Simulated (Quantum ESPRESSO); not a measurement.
# Moving one atom in AlCuGaNbPd4

Calculated results; nothing here was measured. They come from Quantum ESPRESSO 7.5, a public plane-wave density functional program. Each row is one single-point run on a made-up periodic cell of eight metal atoms, with elements, volume, strain and displacements drawn at random and not relaxed, so a cell may be unstable or far from any real phase. There is no spin polarisation or spin-orbit coupling.

Settings: PBE unless stated; PseudoDojo standard norm-conserving files; Fermi-Dirac width 0.25 eV, which means electrons at about 2900 K; cutoff 1252 eV; 5 x 5 x 4 k mesh shifted half a step off Gamma. E is the free energy of the whole cell (internal energy minus TS), so a -TS column is already part of it. Stress is positive in tension, and the pressure P is minus a third of its trace.

Checks: one run of this series was repeated at a higher cutoff and on a denser mesh, which moved values by no more than 0.007 eV, 0.04 GPa and 0.010 eV/Å, and a second program with other atomic files agreed on it to 2 % rms in force and 0.5 GPa in pressure. Known limits: the copper pseudopotential is less sure than most, with forces differing by about three percent and pressure by about two GPa from a second method on plain copper; a spin test at this wide smearing found no moment, but such smearing suppresses magnetism that the real alloy may have.

The lattice is hexagonal close-packed, and the cell vectors in Å are (0.043, -0.025, -4.782); (0.069, 4.939, 0.026); (5.704, 0.080, -0.052), a volume of 134.71 Å³. The elements on sites 1 to 8 are Cu Nb Pd Pd Al Ga Pd Pd. The runs move the Pd atom on site 3 by u along y from its drawn, already displaced place and keep all else fixed. Forces are on that atom, and E is counted from run 5.

| run | u (Å) | Fx (eV/Å) | Fy (eV/Å) | Fz (eV/Å) | P (GPa) | E (meV) |
|---|---|---|---|---|---|---|
| 1 | -0.0883 | 0.140 | -0.472 | 0.253 | -10.17 | -57.5 |
| 2 | -0.0513 | 0.134 | -0.664 | 0.273 | -10.12 | -36.5 |
| 3 | -0.0426 | ? | ? | ? | ? | ? |
| 4 | -0.0248 | 0.133 | -0.800 | 0.288 | -10.06 | -17.1 |
| 5 | -0.0048 | 0.132 | -0.905 | 0.299 | -9.99 | 0.0 |
| 6 | 0.0336 | 0.134 | -1.108 | 0.321 | -9.82 | 38.6 |
| 7 | 0.0804 | 0.142 | -1.365 | 0.348 | -9.55 | 96.4 |

## Worked fit

A parabola through the runs shown gives Fy = -0.930 - 5.29 u - 1.3 u² eV/Å, with an error of 0.01 on the linear term and a scatter of 0.002 eV/Å. Minus its integral from run 1 to run 7 is 154 meV, and the table's energies differ by 154 meV.

## Withheld run

Question: what Fy should run 3 give?

The fit gives -0.707 ± 0.002 eV/Å. The calculation gave -0.709 eV/Å.
